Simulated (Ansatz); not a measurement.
The relaxed structure here is a generated cell of SnSe: the first start was made by placing the elements on the sites of a structure type, and the end was not matched to a known phase here, so it may be hypothetical. Known forms of SnSe include space group No. 62.

A relaxed structure of SnSe. Space group P6₃mc (No. 186). Level of theory: r2SCAN (plane waves to 500 eV, PAW, scalar-relativistic; Ansatz, a first-principles code).

```xyz
8
Lattice="5.0855 0.0000 0.0000 -2.5428 4.4042 0.0000 0.0000 0.0000 11.9248" Properties=species:S:1:pos:R:3 pbc="T T T"
Sn     0.0000     0.0000     0.2852
Sn     0.0000     0.0000     6.2476
Sn     2.5428     1.4681     9.2255
Sn     0.0000     2.9361     3.2631
Se     0.0000     0.0000     9.3681
Se     0.0000     0.0000     3.4057
Se     2.5428     1.4681     6.4690
Se     0.0000     2.9361     0.5066
```

Problem. Estimate the band gap that r2SCAN returns for this input.

Solution. 0.70 eV, indirect (valence top at K, conduction bottom at 57 % of the way from K to Γ) (no spin-orbit coupling).

Problem. Estimate the smallest direct gap that r2SCAN returns for this input.

Solution. 1.00 eV at K.

No spin polarisation in the result.

The run could not lose the symmetry of its start: the end is stationary, and may be a saddle point rather than a minimum.
